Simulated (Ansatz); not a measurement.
BN (wurtzite), relaxed with HSE06 (Ansatz, a quantum-chemistry and plane-wave program, plane waves, PAW): a = b = 2.5345 Å, c = 4.1902 Å, α = β = 90.00°, γ = 120.00°.

| Item | Value |
|---|---|
| gap (eV) | 6.51 |
| B₀ by P(V) fit (GPa) | 403 |

Q: The same phase is relaxed and computed with r²SCAN in the same code. What are the cell and these values now?

A: a = b = 2.543 Å, c = 4.207 Å, α = β = 90.00°, γ = 120.00°.

* **gap (eV)**: 5.74
* **B₀ by P(V) fit (GPa)**: 390

All cells were relaxed under the symmetry of their starts (and spin orders); stability against distortions was not tested throughout.

Potentials: the earlier of the program's two PAW sets. The files were generated under PBE; for other functionals the program regenerates the frozen cores, and for LDA and PBEsol the local potential too.

Ansatz is a plane-wave DFT program.
